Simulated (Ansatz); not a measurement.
Problem. Each is relaxed and computed with r²SCAN (plane waves, PAW; program Ansatz). Which is the only one with a gap?
(A) Cs2KMnF6, I4/mmm (Pearson symbol tI20)
(B) LaGe2Ru2, I4/mmm (La on 2a, Ge on 4e, Ru on 4d)
(C) GdSi2Ni2, I4/mmm (Gd on 2a, Si on 4e, Ni on 4d)
(D) EuFe2P2, I4/mmm (Eu on 2a, Fe on 4d, P on 4e)

Solution. A, Cs2KMnF6, I4/mmm (Pearson symbol tI20). Cs2KMnF6: gap 1.19 eV; LaGe2Ru2: metal; EuFe2P2: metal; GdSi2Ni2: metal. The 4f shell is in the valence, and the state reached may lie above the lowest one. Spin orders computed, not proven ground states: Cs2KMnF6, I4/mmm (Pearson symbol tI20) ferromagnetic; EuFe2P2, I4/mmm (Eu on 2a, Fe on 4d, P on 4e) ferromagnetic; GdSi2Ni2, I4/mmm (Gd on 2a, Si on 4e, Ni on 4d) ferromagnetic. Standing as an ambient phase not checked: Cs2KMnF6, I4/mmm (Pearson symbol tI20); LaGe2Ru2, I4/mmm (La on 2a, Ge on 4e, Ru on 4d); EuFe2P2, I4/mmm (Eu on 2a, Fe on 4d, P on 4e); GdSi2Ni2, I4/mmm (Gd on 2a, Si on 4e, Ni on 4d). All cells were relaxed under the symmetry of their starts (and spin orders); stability against distortions was not tested throughout. Rows with no word on spin ran without spin polarisation. No Hubbard U is applied. Spin–orbit coupling is left out wherever it is not named.

Potentials: the later of the program's two PAW sets.
